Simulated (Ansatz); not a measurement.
With the program Ansatz at the r²SCAN level (PAW), MoRu in the rock salt structure (Fm-3m) relaxes to a = 5.071 Å. Ru has 6 nearest neighbours from 2.54 Å (octahedral); Mo has 6 nearest neighbours from 2.54 Å (octahedral). Against the elements it lies at 0.90 eV/atom, with no fitted shifts.

Electronic character: metallic (no gap). Gap from r²SCAN with spin–orbit coupling: none (metallic).

The bulk modulus is 230 GPa. The relaxed-ion elastic constants in GPa are C11 = 284, C12 = 201, C44 = -22.7. Bader charges are Ru -0.73, Mo +0.73 e.

The start of the workflow was typed in or built on a structure type; neither database checked (COD, Materials Project) lists it. Whether it is the stable phase at ambient conditions was not checked. Symmetry was held in the r²SCAN relaxation. At this level the phase is mechanically unstable. The run is not spin-polarised. Its formation energy is positive at this level, so the cell may be metastable or incomplete. As this level gives no gap, shear constants depend on the k-mesh and smearing (Fermi–Dirac, 0.1 eV here). The references are the lowest solids computed at this level, not always the standard phases. Spin–orbit coupling is left out wherever it is not named.

Potentials: the later of the program's two PAW sets.
